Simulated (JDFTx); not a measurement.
Mo3Si(100) slab cut from bulk Mo3Si (space group Pm-3n, indices of the conventional cell, lattice of the Materials Project entry mp-1275, not re-optimised): 13 atoms in 7 planes, a 1x1 cell of 23.91 Å² (|a| = 4.890, |b| = 4.890 Å), 7.1 Å between the outermost planes, Mo outermost, slab composition Mo10Si3, cell height 23.3 Å, 4×4×1 k mesh, Fermi smearing 0.01 Ha, no spin polarisation. Whether this polymorph is the ambient one wasn't checked.

Profiles through the double layer of this slab, charged, in linear PCM (GLSSA13), water, 1 M NaCl; PBE, GBRV ultrasoft potentials, plane waves to 20/100 Ha, a modified build of JDFTx. z is the height above the outermost atoms, φ the plane-averaged electrostatic potential energy of an electron (zero in the bulk liquid), ρ_b the bound charge of solvent and ions, s the cavity shape function (0 in the solid, 1 in the liquid).

```
z (Å)  n (e/Å³)     s  φ (eV)  ρ_b (10⁻³ e/Å³)
-----  --------  ----  ------  ---------------
0.90     0.0915  0.00  -0.374             0.31
1.36     0.0288  0.00   0.090             5.52
1.83     0.0112  0.03   0.119            10.12
2.29     0.0047  0.22   0.098             5.07
2.76     0.0020  0.66   0.077             2.37
3.23     0.0009  0.96   0.065             1.00
3.69     0.0004  1.00   0.056             0.44
4.16     0.0002  1.00   0.048             0.21
4.62     0.0001  1.00   0.042             0.10
5.09     0.0000  1.00   0.036             0.06
5.56     0.0000  1.00   0.031             0.03
6.02     0.0000  1.00   0.026             0.02
6.49     0.0000  1.00   0.023             0.02
6.95     0.0000  1.00   0.019             0.01
7.42     0.0000  1.00   0.017             0.01
7.89     0.0000  1.00   0.014             0.01
```

Question: Is the electrode positively or negatively charged, and roughly by how much?

Answer: Negatively: σ = -18.9 μC/cm² per face. The liquid's bound charge is of the opposite sign overall, and far from the surface φ decays with the screening length (3.0 Å).
